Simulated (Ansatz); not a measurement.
CaF₂:
```cif
data_Ca2F4
_chemical_formula_sum 'Ca2 F4'
_space_group_name_H-M_alt 'P 1'
_space_group_IT_number 1
_cell_length_a 3.46950
_cell_length_b 4.10558
_cell_length_c 5.87558
_cell_angle_alpha 90.000
_cell_angle_beta 90.000
_cell_angle_gamma 90.000
loop_
_space_group_symop_operation_xyz
  'x, y, z'
loop_
_atom_site_label
_atom_site_type_symbol
_atom_site_fract_x
_atom_site_fract_y
_atom_site_fract_z
_atom_site_occupancy
Ca1 Ca 0.00000 0.14410 0.70215 1
Ca2 Ca 0.00000 0.85590 0.20215 1
F1 F 0.50000 0.08850 0.97948 1
F2 F 0.50000 0.91150 0.47948 1
F3 F 0.00000 0.63247 0.85137 1
F4 F 0.00000 0.36753 0.35137 1
```

Relaxed with PBEsol. PBEsol (plane waves, PAW; program Ansatz) gives a gap of 6.32 eV.

What gap does HSE06 give on the same cell (Ansatz, PAW)?

8.63 eV, 2.31 eV more. The hybrid was solved on a coarser mesh and at special points; its gap is the smallest among all of these.

| k | v1 PBEsol | c1 PBEsol | v1 HSE06 | c1 HSE06 |
|---|---|---|---|---|
| Γ | -0.41 | 6.32 | -0.39 | 8.63 |
| X | -0.50 | 8.09 | -0.51 | 10.60 |
| Z | -0.40 | 7.41 | ___ | ___ |
| U | -0.66 | 8.19 | -0.68 | 10.70 |
| Y | -0.53 | 6.84 | -0.53 | 9.33 |
| S | 0.00 | 7.85 | ___ | ___ |
| T | -0.65 | 7.49 | ___ | ___ |
| R | -0.12 | 8.30 | ___ | ___ |

Top valence (v1) and lowest conduction level (c1) in eV from each method's valence maximum (which need not be a listed point): supply the withheld HSE06 values.


- Z, v1 HSE06: -0.39
- Z, c1 HSE06: 9.82
- S, v1 HSE06: 0.00
- S, c1 HSE06: 10.36
- R, v1 HSE06: -0.12
- R, c1 HSE06: 10.81
- T, v1 HSE06: -0.64
- T, c1 HSE06: 10.01

Cost on shared cores: the PBEsol run (SCF on a 8×7×5 mesh, then bands and DOS) roughly 50 core-seconds, the HSE06 run (SCF on 5×4×3, then a few points) roughly 80 core-seconds; the tasks are unlike.

Space group Pmc2_1. The first step of the workflow began from a Materials Project structure, measured or hypothetical; the Crystallography Open Database copy checked does not list it. It is not the phase usual at ambient conditions (space group No. 225). Symmetry was held in the PBEsol relaxation; its stability against distortions is not shown here.

Potentials: the earlier of the program's two PAW sets.
